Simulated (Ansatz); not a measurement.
LaSiO:
```
LaSiO
1.0
    3.48619     0.00000     0.00000
    0.00000     3.48619     0.00000
    0.00000     0.00000     8.55723
La Si O
2 2 2
Direct
  0.00000   0.50000   0.67328
  0.50000   0.00000   0.32672
  0.00000   0.00000   0.00000
  0.50000   0.50000   0.00000
  0.50000   0.00000   0.60984
  0.00000   0.50000   0.39016
```

Relaxed with PBEsol. Special points in fractions of this cell's reciprocal vectors: Γ (0.000, 0.000, 0.000); X (0.000, 0.500, 0.000); M (0.500, 0.500, 0.000); Z (0.000, 0.000, 0.500); R (0.000, 0.500, 0.500); A (0.500, 0.500, 0.500).

Question: List the band energies nearest the Fermi level at these points for the program Ansatz at the PBEsol level (PAW).

Answer: In eV from the Fermi level; about four levels below and three above (degenerate sets whole), none deeper than 8.9 eV; points with the same levels are listed once.

```json
[
 {"k": "Γ", "below": "-1.22 -1.17 -1.17 -0.16", "above": "0.69 2.00 2.25"},
 {"k": "X", "below": "-4.04 -4.04 -0.88 -0.88", "above": "1.33 1.33 1.64 1.64"},
 {"k": "M", "below": "-2.87 -2.87 -0.40 -0.40", "above": "2.05 2.05 2.36 2.36"},
 {"k": "Z", "below": "-1.19 -1.19 -0.90 -0.83", "above": "1.52 1.88 2.06"},
 {"k": "R", "below": "-3.78 -3.78 -1.47 -1.47", "above": "1.36 1.36 1.86 1.86"},
 {"k": "A", "below": "-2.78 -2.78 -0.28 -0.28", "above": "2.06 2.06 2.20 2.20"}
]
```

Space group P4/nmm. The start of the workflow was typed in or built on a structure type; neither database checked (COD, Materials Project) lists it. Its standing as an ambient phase is unchecked. The cell was relaxed with PBEsol under the symmetry of its start; whether a distortion lowers the energy is not shown. Scalar-relativistic: spin–orbit coupling is off unless named, which matters more the heavier the elements.

Potentials: the earlier of the program's two PAW sets. The files were generated under PBE; for other functionals the program regenerates the frozen cores, and for LDA and PBEsol the local potential too.
